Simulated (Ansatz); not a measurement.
Start of a relaxation of Zn5CdS6:

```cif
data_structure
_symmetry_space_group_name_H-M 'P3m1'
_symmetry_Int_Tables_number 156
_cell_length_a 3.8407
_cell_length_b 3.8407
_cell_length_c 18.7045
_cell_angle_alpha 90.000
_cell_angle_beta 90.000
_cell_angle_gamma 120.000
_cell_volume 238.94
loop_
_atom_site_label
_atom_site_type_symbol
_atom_site_symmetry_multiplicity
_atom_site_Wyckoff_symbol
_atom_site_fract_x
_atom_site_fract_y
_atom_site_fract_z
_atom_site_occupancy
Zn1 Zn 1 b 0.33333 0.66667 0.00000 1
Zn2 Zn 1 b 0.33333 0.66667 0.66667 1
Zn3 Zn 1 c 0.66667 0.33333 0.16667 1
Zn4 Zn 1 c 0.66667 0.33333 0.50000 1
Zn5 Zn 1 c 0.66667 0.33333 0.83333 1
Cd1 Cd 1 b 0.33333 0.66667 0.33333 1
S1 S 1 b 0.33333 0.66667 0.12500 1
S2 S 1 b 0.33333 0.66667 0.45833 1
S3 S 1 b 0.33333 0.66667 0.79167 1
S4 S 1 c 0.66667 0.33333 0.29167 1
S5 S 1 c 0.66667 0.33333 0.62500 1
S6 S 1 c 0.66667 0.33333 0.95833 1
```

Computed with DFT PBE, scalar-relativistic, plane waves, PAW (Ansatz). Cutoff 420 eV, Gaussian smearing, Γ-centred meshes. Cell and atoms relax first on a coarse mesh and then on a converged one. In between, the cell is made exact in the group found at 0.06 Å. The steps can't lower the symmetry of their start. No spin polarisation.

A guess keeps its type if space group and coordination stay and the shape of the cell changes little (axis ratios within about 15 %, angles within 6°); the volume may change.

Task: Does it keep its structure type, or change into something else?

Result: It keeps its type. The symmetry stays P3m1 (No. 156). The volume per atom grows by 5.9 %, from 19.9 to 21.1 Å³. The shortest distance goes from 2.34 Å (Cd–S and Zn–S) to 2.35 Å (Zn–S). The ratio c/a of the conventional cell changes by a factor of 1.02. Counting neighbours within 15 % of an atom's shortest distance, the start has Cd 4, S 4, Zn 4 and the end Cd 4, S 4, Zn 4.

The zero of energy is the elements' standard structures at the same level; no fitted shifts are applied.

Task: At what energy does it end?

Result: −0.776 eV/atom. Whether it is stable depends on the other phases of the system, which aren't compared here.

The last run used a 12×12×2 mesh (in the run's order of axes) for its 12-atom cell and Gaussian smearing of 0.02 eV. The reference form of S is held partly by dispersion forces, which this level lacks. A later test with randomly moved atoms came back to the same energy, though modes that don't fit the test's cell weren't probed.
